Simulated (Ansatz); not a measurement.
An Ansatz (an electronic-structure program) run. Input:

Ansatz 0.2 input:
```yaml
crystal:
  lattice:
    - [-2.3313261454, 2.3313261454, 5.5822549489]
    - [2.3313261454, -2.3313261454, 5.5822549489]
    - [2.3313261454, 2.3313261454, -5.5822549489]
  atoms:
    - { symbol: Ge, position: [0.3862789808, 0.3862789808, 0.0] }
    - { symbol: Ge, position: [0.6137210192, 0.6137210192, 0.0] }
    - { symbol: Cd, position: [0.75, 0.25, 0.5] }
    - { symbol: Cd, position: [0.25, 0.75, 0.5] }
    - { symbol: Ba, position: [0.0, 0.0, 0.0] }
kpoints:
  mp_grid: { grid: [9, 9, 9] }
  band_path:
    path:
      - [[0.0, 0.0, 0.0], [0.0, 0.0, 0.5], [0.25, 0.25, 0.25], [0.0, 0.5, 0.0], [0.0, 0.0, 0.0], [0.5, 0.5, -0.5], [0.2936040413, 0.7063959587, -0.2936040413]]  # Γ-X-P-N-Γ-M-S
      - [[-0.2936040413, 0.2936040413, 0.2936040413], [0.0, 0.0, 0.0]]  # S_0-Γ
      - [[0.0, 0.0, 0.5], [-0.0872080826, 0.0872080826, 0.5]]  # X-R
      - [[0.5, 0.5, -0.0872080826], [0.5, 0.5, -0.5]]  # G-M
    npoints: 8
basis: { xc_grid: 2 }
hamiltonian:
  xc: pbesol
  pseudopotentials: { kind: paw }
magnetization: { noncollinear: true, spin_orbit: true }
scf:
  n_extra_bands: 12
  convergence: { dr2_threshold: 0.0000000001 }
  occupations: { method: gaussian, width: 0.05 }
output: { eigenvalues: true }
```

Output (shortened):

```
Pseudopotential: Ge, paw_fr, valence charge 14
Pseudopotential: Cd, paw_fr, valence charge 20
Pseudopotential: Ba, paw_fr, valence charge 10
Functional definition: PBEsol
non-collinear run that drives no moment, with spin-orbit …
Crystal: 5 atoms, lattice volume = 121.360 Å³
Basis set: ecut = 420 eV, 2355 PW (Γ), exchange–correlation on 90×90×90 points (8 copies of the dense FFT grid, shifted against one another)
Bands: 90, of which v1, the nominal top of the filled ones, is band 78 counted from 1 (77 counted from 0)
Symmetry: 16 space group operations + 16 with time reversal
k-points: 75 of 729
Projection manifold: j_resolved (fully-relativistic pseudo-atomic orbitals)
SCF iter   1: F=—  HF=-30751.945644 eV  |F-HF|=—  |Δ(HF+E_count)|=         —  Δρ=4.55e-2  dr2=6.81e0  dr2_m=0.00e0 (ungated)  ethr=3.10e-3  |M|=0.00e0 ∫|m|=0.00e0 μB  |m|>n=0.0e0 m-floor=0.0e0 τ_xc=0.0e0  β_m=0.30  ⟨swp⟩=9.1  Hψ=17560  notcnv=0  defer=48
preconditioner: auto → Kerker (q_TF=auto, 2.535 Å⁻¹)
spin=Noncollinear: Kerker preconditioning applied to the charge; magnetization (m_x, m_y, m_z) channels mix plain (no charge-response kernel on spin).
SCF iter   2: F=—  HF=-30751.052633 eV  |F-HF|=—  |Δ(HF+E_count)|=   8.93e-1  Δρ=3.12e-2  dr2=3.94e0  dr2_m=0.00e0 (ungated)  ethr=3.10e-3  |M|=0.00e0 ∫|m|=0.00e0 μB  |m|>n=0.0e0 m-floor=0.0e0 τ_xc=0.0e0  β_m=0.61  ⟨swp⟩=3.1  Hψ=4581  notcnv=0  defer=402
SCF iter   3: F=—  HF=-30750.012229 eV  |F-HF|=—  |Δ(HF+E_count)|=    1.04e0  Δρ=9.83e-3  dr2=4.44e-1  dr2_m=0.00e0 (ungated)  ethr=3.10e-3  |M|=0.00e0 ∫|m|=0.00e0 μB  |m|>n=0.0e0 m-floor=0.0e0 τ_xc=0.0e0  β_m=0.65  ⟨swp⟩=4.5  Hψ=5330  notcnv=0  defer=410
SCF iter   4: F=—  HF=-30749.888594 eV  |F-HF|=—  |Δ(HF+E_count)|=   1.24e-1  Δρ=3.63e-3  dr2=3.93e-2  dr2_m=0.00e0 (ungated)  ethr=5.69e-4  |M|=0.00e0 ∫|m|=0.00e0 μB  |m|>n=0.0e0 m-floor=0.0e0 τ_xc=0.0e0  β_m=0.69  ⟨swp⟩=3.4  Hψ=7233  notcnv=0  defer=412
SCF iter   5: F=—  HF=-30749.878003 eV  |F-HF|=—  |Δ(HF+E_count)|=   1.06e-2  Δρ=1.76e-3  dr2=6.39e-3  dr2_m=0.00e0 (ungated)  ethr=5.03e-5  |M|=0.00e0 ∫|m|=0.00e0 μB  |m|>n=0.0e0 m-floor=0.0e0 τ_xc=0.0e0  β_m=0.80  ⟨swp⟩=2.6  Hψ=6289  notcnv=0  defer=412
SCF iter   6: F=—  HF=-30749.876420 eV  |F-HF|=—  |Δ(HF+E_count)|=   1.58e-3  Δρ=5.76e-4  dr2=4.42e-4  dr2_m=0.00e0 (ungated)  ethr=8.20e-6  |M|=0.00e0 ∫|m|=0.00e0 μB  |m|>n=0.0e0 m-floor=0.0e0 τ_xc=0.0e0  β_m=0.90  ⟨swp⟩=2.0  Hψ=5664  notcnv=0  defer=412
SCF iter   7: F=—  HF=-30749.876431 eV  |F-HF|=—  |Δ(HF+E_count)|=   1.03e-5  Δρ=1.02e-4  dr2=1.57e-5  dr2_m=0.00e0 (ungated)  ethr=5.67e-7  |M|=0.00e0 ∫|m|=0.00e0 μB  |m|>n=0.0e0 m-floor=0.0e0 τ_xc=0.0e0  β_m=0.95  ⟨swp⟩=2.0  Hψ=5891  notcnv=0  defer=412
SCF iter   8: F=—  HF=-30749.876434 eV  |F-HF|=—  |Δ(HF+E_count)|=   2.90e-6  Δρ=2.94e-5  dr2=1.80e-6  dr2_m=0.00e0 (ungated)  ethr=2.01e-8  |M|=0.00e0 ∫|m|=0.00e0 μB  |m|>n=0.0e0 m-floor=0.0e0 τ_xc=0.0e0  β_m=0.98  ⟨swp⟩=2.1  Hψ=5253  notcnv=0  defer=412
SCF iter  13: F=-30749.876375 eV  HF=-30749.876375 eV  |F-HF|=3.27e-11  |Δ(HF+E_count)|=  3.64e-11  Δρ=1.50e-7  dr2=2.85e-11  dr2_m=0.00e0 (ungated)  ethr=1.00e-12  |M|=0.00e0 ∫|m|=0.00e0 μB  |m|>n=0.0e0 m-floor=0.0e0 τ_xc=0.0e0  ⟨swp⟩=11.8  Hψ=14288  notcnv=0…
SCF 1 converged in 13 iterations: F = -30749.876375 eV  dr2 = 2.85e-11
NSCF: frozen V_eff on 76 k-points
SCF converged after 13 iterations
Magnetization: |M| = 0.0000 μB,  M = (+0.0000, +0.0000, +0.0000) μB
Absolute magnetization: 0.0000 μB (∫|m|)
  site 0: m = (+0.0000, +0.0000, +0.0000) μB, |m| = 0.0000 μB  (R = 1.05 Å)
  site 1: m = (+0.0000, +0.0000, +0.0000) μB, |m| = 0.0000 μB  (R = 1.05 Å)
  site 2: m = (+0.0000, +0.0000, +0.0000) μB, |m| = 0.0000 μB  (R = 1.15 Å)
  site 3: m = (+0.0000, +0.0000, +0.0000) μB, |m| = 0.0000 μB  (R = 1.15 Å)
  site 4: m = (+0.0000, +0.0000, +0.0000) μB, |m| = 0.0000 μB  (R = 1.46 Å)
Free energy (F): -30749.876375 eV
Harris-Foulkes:  -30749.876375 eV  (|F-HF|=3.27e-11)
Internal energy: -30749.874449 eV  (E = F + TS)
E sigma→0 (E₀):  -30749.875412 eV
Entropy (-TS):   -0.001926 eV (-0.385 meV/atom)
Fermi energy:    11.805890 eV
--- Per-component energies (eV) ---
  E_band       = -1131.621197
  E_kinetic    = 1403.111413
  E_local      = -12483.222276  (includes V_loc(G=0)·N_el)
  E_nonlocal   = 963.135883
  E_hartree    = 5714.732466
  E_xc         = -670.394965
  E_vxc        = -710.665190  (∫ρ·V_xc dr)
  E_paw        = -17129.585137  (= ΣΔE_a)
  E_vpaw       = -1733.446839  (= ΣTr[D̂ρ^β])
  E_aug_tail   = 0.000592  (compensation charges beyond the density's cutoff)
  E_ewald      = -8550.335699
  E_core_change = 2.683275  (= ΣΔE_core)
  E_smearing   = -0.001926  (= −TS)
  E_closure    = 0.000000  (closes the sum)
  Σ components = -30749.876375   (vs F -30749.876375, Δ=0.00e0)
  [band-id]    e_kinetic+e_local+e_nonlocal+2·e_hartree+e_vxc+e_vpaw+e_augmentation_tail = -1131.621485   (vs E_band -1131.621197, Δ=-2.88e-4)
--- Band table (eV; the first three rows and the last of 75) ---
  k-point 0: bands = ["-91.1751", "-91.1751", "-91.1744", "-91.1744", "-56.3310", "-56.3310", "-56.3271", "-56.3271", "-50.4869", "-50.4869", "-50.4770", "-50.4770", "-50.4703", "-50.4703", "-50.4681", "-50.4681", "-16.1784", "-16.1784", "-13.1187", …
  k-point 1: bands = ["-91.1751", "-91.1751", "-91.1744", "-91.1744", "-56.3308", "-56.3308", "-56.3274", "-56.3274", "-50.4863", "-50.4863", "-50.4776", "-50.4776", "-50.4701", "-50.4701", "-50.4682", "-50.4682", "-16.1760", "-16.1760", "-13.1188", …
  k-point 2: bands = ["-91.1750", "-91.1750", "-91.1745", "-91.1745", "-56.3302", "-56.3302", "-56.3279", "-56.3279", "-50.4850", "-50.4850", "-50.4792", "-50.4792", "-50.4697", "-50.4697", "-50.4683", "-50.4683", "-16.1699", "-16.1699", "-13.1188", …
  k-point 74: bands = ["-91.1751", "-91.1751", "-91.1744", "-91.1744", "-56.3309", "-56.3309", "-56.3273", "-56.3273", "-50.4866", "-50.4866", "-50.4773", "-50.4773", "-50.4702", "-50.4702", "-50.4681", "-50.4681", "-16.1764", "-16.1764", "-13.1185", …
```

Cost: around 5 core-minutes (rough) on shared cores.

Space group I4/mmm. The workflow started from an entry of the Crystallography Open Database (COD, 298 K). Its standing as an ambient phase is unchecked. The cell was relaxed with PBEsol under the symmetry of its start; whether a distortion lowers the energy is not shown.

Potentials: the later of the program's two PAW sets.

Ansatz is a plane-wave DFT program.
